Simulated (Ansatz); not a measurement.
TaW:
```xyz
4
Lattice="1.3114 -5.4837 0.0000 1.3114 5.4837 0.0000 0.0000 0.0000 4.7190" Properties=species:S:1:pos:R:3 pbc="T T T"
Ta     1.3114    -1.9489     1.1797
W      1.3114    -4.7438     1.1797
Ta     1.3114     1.9489     3.5392
W      1.3114     4.7438     3.5392
```

Relaxed with PBEsol.

### Question
Which orbitals make up the states near the Fermi level in PBEsol (plane waves, PAW; program Ansatz)?

### Answer
Within 0.5 eV of the Fermi level: Ta 5d 44 %, W 5d 42 %, outside the projected shells 6 %. Projections are on Löwdin-orthogonalised atomic valence shells; empty p or d shells of many metals are not among them.

### Question
Tabulate the density of states.

### Answer
States/eV per cell of 4 atoms, in 0.25 eV bins, energy from the Fermi level.

```tsv
E (eV)	total	W 5d	Ta 5d	W 6s
-7.85	0.24	0.00	0.00	0.11
-7.60	0.28	0.00	0.00	0.13
-7.35	0.33	0.01	0.01	0.16
-7.10	0.39	0.01	0.01	0.19
-6.85	0.42	0.01	0.02	0.20
-6.60	0.50	0.02	0.03	0.22
-6.35	0.54	0.03	0.04	0.24
-6.10	0.65	0.05	0.06	0.27
-5.85	0.77	0.09	0.08	0.30
-5.60	0.98	0.15	0.14	0.35
-5.35	1.40	0.32	0.29	0.38
-5.10	2.00	0.59	0.50	0.41
-4.85	3.81	1.65	1.07	0.44
-4.60	3.52	1.43	1.18	0.42
-4.35	2.82	1.28	0.85	0.28
-4.10	3.03	1.51	0.95	0.23
-3.85	3.94	2.00	1.36	0.27
-3.60	3.73	1.87	1.39	0.21
-3.35	3.12	1.56	1.24	0.10
-3.10	3.92	2.07	1.61	0.08
-2.85	4.97	2.60	2.09	0.07
-2.60	4.57	2.65	1.63	0.07
-2.35	3.65	2.07	1.30	0.08
-2.10	3.91	2.16	1.42	0.07
-1.85	4.10	2.34	1.41	0.08
-1.60	4.21	2.36	1.51	0.08
-1.35	5.20	2.38	2.38	0.12
-1.10	4.93	2.23	2.22	0.14
-0.85	4.11	1.75	1.91	0.14
-0.60	4.02	1.62	1.93	0.12
-0.35	3.89	1.66	1.75	0.13
-0.10	4.16	1.72	1.90	0.16
0.15	3.20	1.32	1.43	0.11
0.40	3.00	1.30	1.24	0.10
0.65	3.55	1.69	1.41	0.12
0.90	3.34	1.52	1.41	0.11
1.15	3.55	1.47	1.60	0.09
1.40	2.96	1.31	1.34	0.06
1.65	3.64	1.85	1.52	0.06
1.90	4.73	2.40	1.96	0.07
2.15	4.35	2.17	1.80	0.08
2.40	3.29	1.68	1.32	0.06
2.65	2.71	1.38	1.13	0.04
2.90	2.81	1.47	1.18	0.04
3.15	2.64	1.32	1.14	0.05
3.40	2.56	1.30	1.11	0.05
3.65	2.53	1.22	1.14	0.05
```

Space group Cmcm. The start of the workflow was typed in or built on a structure type; neither database checked (COD, Materials Project) lists it. Whether it is the stable phase at ambient conditions was not checked. Symmetry was held in the PBEsol relaxation; its stability against distortions is not shown here. The run is not spin-polarised. Its formation energy is positive at this level, so the cell may be metastable or incomplete. Spin–orbit coupling is left out wherever it is not named.

Potentials: the later of the program's two PAW sets.
